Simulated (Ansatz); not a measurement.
Consider the following.

CdAu3:
```yaml
crystal:
  lattice:
    - [4.12091, 0.00000, 0.00000]
    - [0.00000, 4.12091, 0.00000]
    - [0.00000, 0.00000, 4.12091]
  atoms:
    - { symbol: Au, position: [0.00000, 0.50000, 0.50000] }
    - { symbol: Au, position: [0.50000, 0.00000, 0.50000] }
    - { symbol: Cd, position: [0.00000, 0.00000, 0.00000] }
    - { symbol: Au, position: [0.50000, 0.50000, 0.00000] }
```

This is the PBEsol-relaxed structure.

Problem. All from plane-wave PAW PBEsol (Ansatz code), unless another level is named. Give the density of states at the Fermi level.

Solution. 0.32 states/eV per atom (mean over ±0.08 eV).

Problem. And the formation energy from the elements (no fitted shifts)?

Solution. -0.14 eV/atom.

Space group Pm-3m (Cu3Au type). The workflow started from an entry of the Crystallography Open Database (COD); the relaxed space group is not among those it files for this formula. COD files the formula under space group No. 123. Whether it is the stable phase at ambient conditions was not checked. Symmetry was held in the PBEsol relaxation; its stability against distortions is not shown here. The references are the lowest solids computed at this level, not always the standard phases. Scalar-relativistic: spin–orbit coupling is off unless named, which matters more the heavier the elements.

Potentials: the later of the program's two PAW sets.
